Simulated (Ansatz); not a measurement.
Y: energy along a strain

Y, Fm-3m, a = 4.970 Å (as given, not relaxed at this level: 0.2 GPa). This isn't the element's structure at ambient conditions. Ansatz: PBEsol, PAW, 420 eV, Γ-centred 16×16×16 mesh on 1 atom, Gaussian smearing 0.15 eV; no spin polarisation. Cell vectors (Å): 0.000 2.485 2.485; 2.485 0.000 2.485; 2.485 2.485 0.000. The cell is strained by x per cent times the pattern (1 -1 0 0 0 0) in the order xx yy zz yz xz xy (engineering shears), with fractional coordinates held. y is the free energy over the start, V0 = 30.691 Å³/atom. Symmetry makes y even in x. Points with a strain past 8.5 % were computed too (2) and aren't used here.

| x (%) | y (meV/atom) |
| --- | --- |
| -5.00 | 14.40 |
| 0.00 | 0.00 |
| 1.25 | 0.91 |
| 2.50 | 3.62 |
| 3.75 | 8.14 |
| 6.25 | 22.33 |
| 7.50 | ? |

Q: Fit y = c2 x² + c4 x⁴ to the other rows, get the stiffness along the pattern, and predict the missing energy.

A: Least squares on the rows shown. y = 0.58286 x² − 0.00028537 x⁴. The clamped-ion stiffness p·C·p = 2 × 5.829 eV × 160.2 / 30.691 Å³ = 61 GPa. At x = 7.50 the fit asked for gives 31.88 meV/atom. The run gave 31.85 meV/atom, so the fit is 0.03 meV/atom too high, a small miss on the scale of the series.